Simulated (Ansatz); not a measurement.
**GaSb (zinc blende), scan of one atom of the cell**

Relaxed GaSb (zinc blende):

```
CELL_PARAMETERS angstrom
      0.00000     3.10675     3.10675
      3.10675     0.00000     3.10675
      3.10675     3.10675     0.00000
ATOMIC_POSITIONS crystal
  Sb 0.75000 0.75000 0.75000
  Ga 0.00000 0.00000 0.00000
```

In each cell atom 1 (Sb, nearest neighbour Ga at 2.691 Å; its periodic images, 4.4 Å or more away, move with it) moves by s·(0.000, 0.000, 1.000) (along Cartesian z), the rest being held.

All values below come from PBE (plane waves to 420 eV, PAW, scalar-relativistic; Ansatz, a first-principles code). k mesh 11×11×11 (Γ-centred), Fermi-Dirac smearing 0.05 eV. The energy includes the smearing's −TS. Stress and pressure are positive under compression. With partly filled bands, energies and forces of such displacements shift with the k mesh and the smearing. F∥ is the force on the atom along that direction. At this level the bands of GaSb touch or barely overlap; measurements give the solid a gap. GaSb was relaxed with its symmetry unable to fall. Spin-orbit coupling is left out, though Sb is heavy. ΔE is measured from the undisplaced structure.

| s (Å) | ΔE (eV/cell) | P (GPa) | F∥ (eV/Å) |
|---|---|---|---|
| -0.540 | 0.928 | 4.9 | 3.053 |
| -0.432 | 0.619 | 3.3 | 2.655 |
| -0.324 | 0.359 | 1.9 | 2.134 |
| -0.216 | 0.163 | 0.9 | 1.481 |
| -0.108 | 0.042 | 0.2 | 0.763 |
| 0.000 | 0.000 | 0.0 | 0.000 |
| 0.108 | 0.042 | 0.2 | -0.763 |
| 0.216 | 0.163 | 0.9 | -1.481 |
| 0.324 | 0.359 | 1.9 | -2.134 |
| 0.432 | 0.619 | 3.3 | -2.655 |
| 0.540 | 0.928 | 4.9 | -3.053 |

Derived quantities:

```
Quantity                                                                                                                                             Result
--------------------------------------------------------  -------------------------------------------------------------------------------------------------
Energy at s = 0.540 Å                                                                                                                          928 meV/cell
Force along the line at s = -0.540 Å                                                                                                              3.05 eV/Å
Symmetry of the curve                                                                                                         even: the same for both signs
Shape of the curve                                                                           a single well with its minimum at or next to zero displacement
Force constant k = d²E/ds² at s = 0 (finite differences)                                                                                         7.13 eV/Å²
Harmonic estimate at the end of the scan                  ½ks² = 1040 meV/cell against the computed 928 meV/cell, so the well is softer than harmonic there
Zone-centre optical wavenumber from k                                                                                                              209 cm⁻¹
```

(A displaced cell: forces are minus the slopes of the energy, force constants its curvatures, and phonons follow from these.)
